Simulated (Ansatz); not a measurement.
Input file for Ansatz (a first-principles code):

Ansatz 0.2 input:
```yaml
crystal:
  lattice:
    - [2.5480095922, 0.0, 0.0]
    - [-1.2740047961, 2.2066410359, 0.0]
    - [0.0, 0.0, 8.3752867477]
  atoms:
    - { symbol: B, position: [0.0, 0.0, 0.9997691143] }
    - { symbol: B, position: [0.0, 0.0, 0.4997691143] }
    - { symbol: B, position: [0.6666666667, 0.3333333333, 0.7504697642] }
    - { symbol: B, position: [0.3333333333, 0.6666666667, 0.2504697642] }
    - { symbol: N, position: [0.0, 0.0, 0.8131663487] }
    - { symbol: N, position: [0.0, 0.0, 0.3131663487] }
    - { symbol: N, position: [0.6666666667, 0.3333333333, 0.5622247728] }
    - { symbol: N, position: [0.3333333333, 0.6666666667, 0.0622247728] }
kpoints:
  mp_grid: { grid: [12, 12, 4] }
hamiltonian:
  xc: r2scan
  pseudopotentials: { kind: paw }
scf:
  occupations: { method: fixed }
elastic: { mode: relaxed_ion, stencil: two_point, amplitude: 0.005, f_tol: 0.0005 }
output: { polarization: {} }
```

Output (shortened):

```
Pseudopotential: B, paw, valence charge 3
Pseudopotential: N, paw, valence charge 5
Functional definition: r2SCAN
Crystal: 8 atoms, lattice volume = 47.090 Å³
Basis set: ecut = 500 eV, 1195 PW (Γ), exchange–correlation on 80×80×256 points (64 copies of the dense FFT grid, shifted against one another)
Bands: 24, of which v1, the nominal top of the filled ones, is band 16 counted from 1 (15 counted from 0)
Symmetry: 12 space group operations
Space group: P63mc (ITA 186), of the structure as read, at distance tolerance 3.6e-5 Å
k-points: 57 of 576 (time reversal used)
SCF 1 converged in 11 iterations: F = -2175.960917 eV  dr2 = 8.25e-14
Crystal: 8 atoms, lattice volume = 47.090 Å³
SCF 2 converged in 2 iterations: F = -2175.960917 eV  dr2 = 6.54e-15
Crystal: 8 atoms, lattice volume = 46.855 Å³
Basis set: ecut = 500 eV, 1187 PW (Γ), exchange–correlation on 80×80×256 points (64 copies of the dense FFT grid, shifted against one another)
Symmetry: 4 space group operations
k-points: 129 of 576 (time reversal used)
SCF 3 converged in 10 iterations: F = -2175.957274 eV  dr2 = 2.38e-14
relax step   1: F+E_penalty+E_count = -2175.95727397 eV  Δ(F+E_penalty+E_count) = +0.000e0 eV  max|allowed force component| = 2.304e-2 eV/Å  Δτ_max = 0.0000 Å  (10 SCF iters, accepted)
Crystal: 8 atoms, lattice volume = 46.855 Å³
SCF 4 converged in 8 iterations: F = -2175.957310 eV  dr2 = 7.60e-14
relax step   2: F+E_penalty+E_count = -2175.95730992 eV  Δ(F+E_penalty+E_count) = -3.596e-5 eV  max|allowed force component| = 9.945e-3 eV/Å  Δτ_max = 0.0016 Å  (8 SCF iters, accepted)
Crystal: 8 atoms, lattice volume = 46.855 Å³
SCF 5 converged in 8 iterations: F = -2175.957316 eV  dr2 = 1.49e-15
relax step   3: F+E_penalty+E_count = -2175.95731646 eV  Δ(F+E_penalty+E_count) = -6.537e-6 eV  max|allowed force component| = 4.572e-3 eV/Å  Δτ_max = 0.0002 Å  (8 SCF iters, accepted)
Crystal: 8 atoms, lattice volume = 46.855 Å³
SCF 6 converged in 8 iterations: F = -2175.957318 eV  dr2 = 6.78e-16
relax step   4: F+E_penalty+E_count = -2175.95731793 eV  Δ(F+E_penalty+E_count) = -1.473e-6 eV  max|allowed force component| = 2.992e-5 eV/Å  Δτ_max = 0.0001 Å  (8 SCF iters, accepted)
Crystal: 8 atoms, lattice volume = 46.855 Å³
SCF 7 converged in 2 iterations: F = -2175.957318 eV  dr2 = 1.54e-16
Crystal: 8 atoms, lattice volume = 47.326 Å³
Basis set: ecut = 500 eV, 1203 PW (Γ), exchange–correlation on 80×80×256 points (64 copies of the dense FFT grid, shifted against one another)
SCF 8 converged in 10 iterations: F = -2175.957364 eV  dr2 = 2.52e-14
relax step   1: F+E_penalty+E_count = -2175.95736384 eV  Δ(F+E_penalty+E_count) = +0.000e0 eV  max|allowed force component| = 2.132e-2 eV/Å  Δτ_max = 0.0000 Å  (10 SCF iters, accepted)
Crystal: 8 atoms, lattice volume = 47.326 Å³
SCF 9 converged in 8 iterations: F = -2175.957397 eV  dr2 = 4.96e-14
relax step   2: F+E_penalty+E_count = -2175.95739749 eV  Δ(F+E_penalty+E_count) = -3.365e-5 eV  max|allowed force component| = 8.834e-3 eV/Å  Δτ_max = 0.0016 Å  (8 SCF iters, accepted)
Crystal: 8 atoms, lattice volume = 47.326 Å³
SCF 10 converged in 8 iterations: F = -2175.957402 eV  dr2 = 3.10e-15
relax step   3: F+E_penalty+E_count = -2175.95740216 eV  Δ(F+E_penalty+E_count) = -4.664e-6 eV  max|allowed force component| = 4.342e-3 eV/Å  Δτ_max = 0.0002 Å  (8 SCF iters, accepted)
Crystal: 8 atoms, lattice volume = 47.326 Å³
SCF 11 converged in 7 iterations: F = -2175.957403 eV  dr2 = 9.58e-14
relax step   4: F+E_penalty+E_count = -2175.95740349 eV  Δ(F+E_penalty+E_count) = -1.329e-6 eV  max|allowed force component| = 2.307e-5 eV/Å  Δτ_max = 0.0001 Å  (7 SCF iters, accepted)
Crystal: 8 atoms, lattice volume = 47.326 Å³
SCF 12 converged in 2 iterations: F = -2175.957403 eV  dr2 = 5.03e-15
Crystal: 8 atoms, lattice volume = 46.855 Å³
SCF 13 converged in 10 iterations: F = -2175.957047 eV  dr2 = 1.86e-14
relax step   1: F+E_penalty+E_count = -2175.95704733 eV  Δ(F+E_penalty+E_count) = +0.000e0 eV  max|allowed force component| = 5.815e-3 eV/Å  Δτ_max = 0.0000 Å  (10 SCF iters, accepted)
Crystal: 8 atoms, lattice volume = 46.855 Å³
SCF 14 converged in 7 iterations: F = -2175.957048 eV  dr2 = 7.90e-15
relax step   2: F+E_penalty+E_count = -2175.95704808 eV  Δ(F+E_penalty+E_count) = -7.535e-7 eV  max|allowed force component| = 2.124e-3 eV/Å  Δτ_max = 0.0001 Å  (7 SCF iters, accepted)
Crystal: 8 atoms, lattice volume = 46.855 Å³
SCF 15 converged in 6 iterations: F = -2175.957048 eV  dr2 = 7.50e-14
relax step   3: F+E_penalty+E_count = -2175.95704827 eV  Δ(F+E_penalty+E_count) = -1.846e-7 eV  max|allowed force component| = 6.876e-4 eV/Å  Δτ_max = 0.0000 Å  (6 SCF iters, accepted)
Crystal: 8 atoms, lattice volume = 46.855 Å³
SCF 16 converged in 6 iterations: F = -2175.957048 eV  dr2 = 1.47e-14
relax step   4: F+E_penalty+E_count = -2175.95704829 eV  Δ(F+E_penalty+E_count) = -1.958e-8 eV  max|allowed force component| = 3.720e-6 eV/Å  Δτ_max = 0.0000 Å  (6 SCF iters, accepted)
Crystal: 8 atoms, lattice volume = 46.855 Å³
SCF 17 converged in 2 iterations: F = -2175.957048 eV  dr2 = 2.85e-15
Crystal: 8 atoms, lattice volume = 47.326 Å³
SCF 18 converged in 10 iterations: F = -2175.957140 eV  dr2 = 1.94e-14
relax step   1: F+E_penalty+E_count = -2175.95714022 eV  Δ(F+E_penalty+E_count) = +0.000e0 eV  max|allowed force component| = 5.876e-3 eV/Å  Δτ_max = 0.0000 Å  (10 SCF iters, accepted)
Crystal: 8 atoms, lattice volume = 47.326 Å³
SCF 19 converged in 7 iterations: F = -2175.957141 eV  dr2 = 1.00e-14
relax step   2: F+E_penalty+E_count = -2175.95714100 eV  Δ(F+E_penalty+E_count) = -7.844e-7 eV  max|allowed force component| = 2.304e-3 eV/Å  Δτ_max = 0.0001 Å  (7 SCF iters, accepted)
Crystal: 8 atoms, lattice volume = 47.326 Å³
SCF 20 converged in 7 iterations: F = -2175.957141 eV  dr2 = 7.47e-15
relax step   3: F+E_penalty+E_count = -2175.95714126 eV  Δ(F+E_penalty+E_count) = -2.643e-7 eV  max|allowed force component| = 7.225e-4 eV/Å  Δτ_max = 0.0000 Å  (7 SCF iters, accepted)
Crystal: 8 atoms, lattice volume = 47.326 Å³
SCF 21 converged in 6 iterations: F = -2175.957141 eV  dr2 = 1.86e-14
relax step   4: F+E_penalty+E_count = -2175.95714128 eV  Δ(F+E_penalty+E_count) = -2.079e-8 eV  max|allowed force component| = 1.012e-5 eV/Å  Δτ_max = 0.0000 Å  (6 SCF iters, accepted)
Crystal: 8 atoms, lattice volume = 47.326 Å³
SCF 22 converged in 2 iterations: F = -2175.957141 eV  dr2 = 3.94e-15
Crystal: 8 atoms, lattice volume = 47.090 Å³
Symmetry: 2 space group operations
k-points: 164 of 576 (time reversal used)
SCF 23 converged in 10 iterations: F = -2175.959584 eV  dr2 = 2.12e-14
relax step   1: F+E_penalty+E_count = -2175.95958403 eV  Δ(F+E_penalty+E_count) = +0.000e0 eV  max|allowed force component| = 1.162e-2 eV/Å  Δτ_max = 0.0000 Å  (10 SCF iters, accepted)
Crystal: 8 atoms, lattice volume = 47.090 Å³
SCF 24 converged in 7 iterations: F = -2175.959587 eV  dr2 = 4.96e-14
relax step   2: F+E_penalty+E_count = -2175.95958720 eV  Δ(F+E_penalty+E_count) = -3.170e-6 eV  max|allowed force component| = 6.706e-3 eV/Å  Δτ_max = 0.0002 Å  (7 SCF iters, accepted)
Crystal: 8 atoms, lattice volume = 47.090 Å³
SCF 25 converged in 8 iterations: F = -2175.959589 eV  dr2 = 1.39e-14
relax step   3: F+E_penalty+E_count = -2175.95958906 eV  Δ(F+E_penalty+E_count) = -1.865e-6 eV  max|allowed force component| = 1.382e-4 eV/Å  Δτ_max = 0.0002 Å  (8 SCF iters, accepted)
Crystal: 8 atoms, lattice volume = 47.090 Å³
SCF 26 converged in 2 iterations: F = -2175.959589 eV  dr2 = 2.32e-15
Crystal: 8 atoms, lattice volume = 47.090 Å³
SCF 27 converged in 10 iterations: F = -2175.959584 eV  dr2 = 1.53e-14
relax step   1: F+E_penalty+E_count = -2175.95958403 eV  Δ(F+E_penalty+E_count) = +0.000e0 eV  max|allowed force component| = 1.162e-2 eV/Å  Δτ_max = 0.0000 Å  (10 SCF iters, accepted)
Crystal: 8 atoms, lattice volume = 47.090 Å³
SCF 28 converged in 7 iterations: F = -2175.959587 eV  dr2 = 4.62e-14
relax step   2: F+E_penalty+E_count = -2175.95958720 eV  Δ(F+E_penalty+E_count) = -3.170e-6 eV  max|allowed force component| = 6.706e-3 eV/Å  Δτ_max = 0.0002 Å  (7 SCF iters, accepted)
Crystal: 8 atoms, lattice volume = 47.090 Å³
SCF 29 converged in 8 iterations: F = -2175.959589 eV  dr2 = 1.45e-14
relax step   3: F+E_penalty+E_count = -2175.95958906 eV  Δ(F+E_penalty+E_count) = -1.865e-6 eV  max|allowed force component| = 1.382e-4 eV/Å  Δτ_max = 0.0002 Å  (8 SCF iters, accepted)
Crystal: 8 atoms, lattice volume = 47.090 Å³
SCF 30 converged in 2 iterations: F = -2175.959589 eV  dr2 = 2.29e-15
SCF converged after 2 iterations
Free energy (F): -2175.960917 eV
Harris-Foulkes:  -2175.960917 eV  (|F-HF|=0.00e0)
Internal energy: -2175.960917 eV  (E = F + TS)
E sigma→0 (E₀):  -2175.960917 eV
Fermi energy:    11.139193 eV
--- Per-component energies (eV) ---
  E_band       = 88.884585
  E_kinetic    = 744.532723
  E_local      = -701.448491  (includes V_loc(G=0)·N_el)
  E_nonlocal   = 223.548774
  E_hartree    = 199.095931
  E_xc         = -369.448173
  E_vxc        = -511.342916  (∫ρ·V_xc dr)
  E_paw        = -837.902717  (= ΣΔE_a)
  E_vpaw       = -92.600469  (= ΣTr[D̂ρ^β])
  E_aug_tail   = 0.000077  (compensation charges beyond the density's cutoff)
  E_vtau       = 28.003026  (kinetic-family band-sum trace: ∫τ·v_τ [+ j·A + Jᵃ·Aᵃ] dr)
  E_ewald      = -1434.147014
  E_core_change = -0.192027  (= ΣΔE_core)
  E_smearing   =  0.000000  (= −TS)
  E_closure    = 0.000000  (closes the sum)
  Σ components = -2175.960917   (vs F -2175.960917, Δ=0.00e0)
--- Forces (eV/Å), atoms counted from 1 ---
  atom   1  B      0.00000000     0.00000000    -0.00008115
  atom   2  B      0.00000000     0.00000000    -0.00008115
  atom   3  B      0.00000000     0.00000000    -0.00004515
  atom   4  B      0.00000000     0.00000000    -0.00004515
  atom   5  N      0.00000000     0.00000000     0.00013628
  atom   6  N      0.00000000     0.00000000     0.00013628
  atom   7  N      0.00000000     0.00000000    -0.00000417
  atom   8  N      0.00000000     0.00000000    -0.00000417
  max |Σ_I F_I| component: 1.16e-5 eV/Å
--- Stress (GPa, compression-positive) ---
        0.000492       0.000000       0.000000
        0.000000       0.000492       0.000000
        0.000000       0.000000      -0.000282
  P = ⅓ Tr σ = 0.0002 GPa (0.002 kbar)
--- Band table (eV; the first three rows and the last of 57) ---
  k-point 0: bands = ["-10.2761", "-8.7945", "-8.7189", "-5.9984", "-0.0819", "5.2591", "5.3290", "9.0219", "9.0219", "9.8924", "9.8924", "10.0002", "10.0002", "11.0072", "11.1392", "11.1392", "20.4912", "20.4912", "20.6412", "21.1746", "21.6286", "21.6503", …
  k-point 1: bands = ["-10.1782", "-9.4082", "-7.9649", "-6.3368", "0.4297", "3.4003", "7.2400", "9.0858", "9.0858", "9.5665", "9.5665", "10.3633", "10.3633", "10.4554", "11.0337", "11.0337", "20.6277", "20.6277", "20.8367", "21.1666", "21.4125", "21.4125", "21.6210", "21.7680"]
  k-point 2: bands = ["-9.8864", "-9.8864", "-7.1038", "-7.1038", "1.7093", "1.7093", "9.0574", "9.0574", "9.2727", "9.2727", "9.2727", "9.2727", "10.7499", "10.7499", "10.7499", "10.7499", "20.9830", "20.9830", "20.9830", "20.9830", "21.0924", "21.0924", "21.6691", "21.6691"]
  k-point 56: bands = ["-4.8410", "-4.8410", "-4.7365", "-4.7365", "1.6998", "1.6998", "2.6208", "2.6208", "3.3871", "3.3871", "4.1755", "4.1755", "6.9916", "6.9916", "7.1980", "7.1980", "18.5695", "18.5695", "23.1358", "23.1358", "23.4676", "23.4676", "25.1303", "25.1303"]
--- Elastic constants: 3 strain directions × 2 members + reference (group order 12) ---
  dense FFT box of the reference and of every strained cell: 20×20×64
  strains applied: 11, 33, 23; error gains …
  C = ∂σ_k/∂η_j (tension-positive GPa; Voigt order 11 22 33 23 13 12):
       966.843    137.755     69.482      0.000      0.000      0.000
       137.755    966.843     69.482      0.000      0.000      0.000
        69.457     69.457   1040.090      0.000      0.000      0.000
         0.000      0.000      0.000    360.687      0.000      0.000
         0.000      0.000      0.000      0.000    360.687      0.000
         0.000      0.000      0.000      0.000      0.000    414.544
  reference stress σ⁰ (GPa):      0.000      0.000      0.000      0.000      0.000      0.000
  moduli (Voigt/Reuss/Hill, GPa): K = 391.91/391.91/391.91   G = 406.99/402.14/404.56   E = 902.97   ν = 0.116
  mechanically stable: yes (min eigenvalue of sym C = 360.69 GPa)
  e, the proper piezoelectric tensor (elastic.mode: relaxed_ion; C/m²; rows x y z; Voigt order 11 22 33 23 13 12):
       0.00000    0.00000    0.00000    0.00000   -0.47641    0.00000
       0.00000    0.00000    0.00000   -0.47641    0.00000    0.00000
      -0.50328   -0.50328    1.16249    0.00000    0.00000    0.00000
  ±, each entry's uncertainty from the finite density of the strings (C/m²), an estimate: the size of the correction for it that the entry includes:
       0.00000    0.00000    0.00000    0.00000    0.00191    0.00000
       0.00000    0.00000    0.00000    0.00191    0.00000    0.00000
       0.00065    0.00065    0.00030    0.00000    0.00000    0.00000
  strain η (Voigt 11):  stress-route row diagonal C_11 = 966.84 GPa, energy-path curvature d²(F+E_count+ΔE)/dδ²/Ω₀ = 966.80 GPa
         δ    σ_11 (GPa)             F (eV)   n_scf  n_hpsi   n_pw
    -5.000e-3      -4.9165       -2175.9573179       2   23664   1208   relax 4 steps, max|allowed force component| 2.99e-5 eV/Å
     5.000e-3       4.7520       -2175.9574035       2   23928   1230   relax 4 steps, max|allowed force component| 2.31e-5 eV/Å
  strain η (Voigt 33):  stress-route row diagonal C_33 = 1040.09 GPa, energy-path curvature d²(F+E_count+ΔE)/dδ²/Ω₀ = 1040.14 GPa
         δ    σ_33 (GPa)             F (eV)   n_scf  n_hpsi   n_pw
    -5.000e-3      -5.2946       -2175.9570483       2   10467   1208   relax 4 steps, max|allowed force component| 3.72e-6 eV/Å
     5.000e-3       5.1063       -2175.9571413       2   10481   1230   relax 4 steps, max|allowed force component| 1.01e-5 eV/Å
  strain η (Voigt 23):  stress-route row diagonal C_44 = 360.69 GPa, energy-path curvature d²(F+E_count+ΔE)/dδ²/Ω₀ = 360.69 GPa
         δ    σ_23 (GPa)             F (eV)   n_scf  n_hpsi   n_pw
    -5.000e-3      -1.8034       -2175.9595891       2   30187   1218   relax 3 steps, max|allowed force component| 1.38e-4 eV/Å
     5.000e-3       1.8034       -2175.9595891       2   30154   1218   relax 3 steps, max|allowed force component| 1.38e-4 eV/Å
--- Formal polarisation (Berry phase): one branch of a lattice of values; only differences between neighbouring runs are physical ---
  axis  mesh            electronic          ionic      p = total  spread (rad)  least overlap  resolved gap  δp at fixed H ≤   (phases in cycles; p mod 1 …
  b1    12×12×4         0.00000000     8.00000000     8.00000000      0.000000         0.9609        8.1852           2.8e-6
  b2    12×12×4         0.00000000     8.00000000     8.00000000      0.000000         0.9609        8.1852           2.8e-6
  b3    12×12×4        -0.00241259    16.25534449    16.25293190      0.110937         0.9689        8.1852           7.8e-7
  quantum along a1:   0.05410889 e/Å² =    86.691999 µC/cm²
  quantum along a2:   0.05410889 e/Å² =    86.691999 µC/cm²
  quantum along a3:   0.17785548 e/Å² =   284.955894 µC/cm²
  P = (  0.21643556,   0.37487739,   2.89067300) e/Å² = (  346.767997,   600.619789,  4631.368745) µC/cm²  (mod the quanta)
```

Cost: around 8 core-minutes (rough) on shared cores.

Space group P6_3mc. The cell is a constructed one: a structure type filled with these elements. Its sites differ from those of the usual phase in this space group: another stacking or structure type. The r²SCAN relaxation kept the symmetry of its start; phonons on a q-mesh show no instability.

Potentials: the later of the program's two PAW sets.

Ansatz is a plane-wave DFT program.
